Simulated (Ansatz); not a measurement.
CdSe:
```
CdSe
1.0
    4.38187     0.00000     0.00000
   -2.19093     3.79481     0.00000
    0.00000     0.00000    14.30776
Cd Se
4 4
Cartesian
  0.00000   0.00000   0.00457
  0.00000   0.00000   7.15845
  2.19093   1.26494  10.73338
  0.00000   2.52987   3.57950
  0.00000   0.00000  11.62771
  0.00000   0.00000   4.47383
  2.19093   1.26494   8.04733
  0.00000   2.52987   0.89346
```

Relaxed with PBE.

**Question.** Map the electron localisation function on the plane through (0.000, 0.000, 0.000) spanned by u = [0, 0, 1] and v = [1, -1, 0] in lattice vectors, from DFT-PBE in the program Ansatz with PAW potentials.

**Answer.** x is the fraction of u, y of v (the angle between them is 90°; rows are the nearest grid lines); atoms in the plane: Cd at (0.00, 0.00), Cd at (0.50, 0.00), Cd at (0.75, 0.67), Cd at (0.25, 0.33), Se at (0.81, 0.00), Se at (0.31, 0.00), Se at (0.56, 0.67), Se at (0.06, 0.33).
```
|9742100037861168514774210003786116851479|
|7642100036875588513663210003688558851367|
|5431100026887788512442110002688778851345|
|2211000014788876311211332001357888731122|
|1110000001356653101267876211111355310111|
|1100000000234431001388887311222122200011|
|0000000000000000002687788513565311000000|
|0000000000000000003761178514797421000000|
|0000000000000000004761178514797421000000|
|0000000000000000003686688513565311000000|
|1233210000000000001588887412333110000001|
|3455431011111000001378776311221110000013|
|6787763112211100000145543101111100000136|
|7888874123331100000023321000000000000157|
|8866885135653110000000000000000000000368|
|8611785147974210000000000000000000000478|
|8611785147974210000000000000000000000378|
|8877885135653110000000000000000000000268|
|6888873112221222000110000000023443100136|
|3678762111113553101111000000135665310123|
|2113320013578887311221100001478887631122|
|5421100026887788513443110002688778851245|
|7632100036885588513664210003687558851367|
|9742100037861168514774210003786116851479|
```
Scale: ten equal steps from 0.004 (start of '0') to 0.921 (end of '9'), in the order '0123456789'; x runs from 0.000 to 1.00, y from 0.000 (bottom) to 1.00 (top).

The density is the valence pseudo-density with augmentation charge, so density and ELF within about 1 Å of a nucleus are not all-electron values.

Space group P6_3mc. A made-up cell: these elements were put on the sites of a structure type. Its sites differ from those of the usual phase in this space group: another stacking or structure type. Symmetry was held in the PBE relaxation; whether a distortion lowers the energy is not shown.

Potentials: the later of the program's two PAW sets.
